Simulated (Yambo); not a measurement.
G0W0@LDA for Mg₃ZnO₄ (space group Cmmm, No. 65) in Yambo. Reference settings: 2×2×4 Γ-centred k mesh, bands 8 to 167 and a 8 Ry block in the screening, 167 bands in G with the Bruneval-Gonze terminator, plasmon pole fitted at 27.2 eV. The LDA gap (0, -0.5, 0) → Γ on this mesh is 3.13 eV; G0W0 gaps are taken between the same points.

With and without the terminator, as bands are cut:

```json
[
 {"bands in G (in W)": "76 (167)", "gap, terminator (eV)": "5.411", "gap, none (eV)": "5.201", "valence shift, terminator (eV)": "-1.102", "valence shift, none (eV)": "-0.461"},
 {"bands in G (in W)": "115 (167)", "gap, terminator (eV)": "5.391", "gap, none (eV)": "5.245", "valence shift, terminator (eV)": "-1.099", "valence shift, none (eV)": "-0.707"},
 {"bands in G (in W)": "167 (167)", "gap, terminator (eV)": "5.381", "gap, none (eV)": "5.288", "valence shift, terminator (eV)": "-1.098", "valence shift, none (eV)": "-0.877"}
]
```

Over this range the gap spans 0.030 eV with the terminator and 0.087 eV without, the valence shift 0.004 eV and 0.416 eV. Neither column has reached its limit for certain.

Geometry of the Materials Project entry, not relaxed at this level; primitive cell a = b = 5.2372 Å, c = 3.0281 Å, α = β = 90.00°, γ = 109.49°.

The structure is a Materials Project entry; no match was found in the copy of COD used, and its stability was not checked.

A shift is the quasiparticle energy of the state minus its LDA energy.
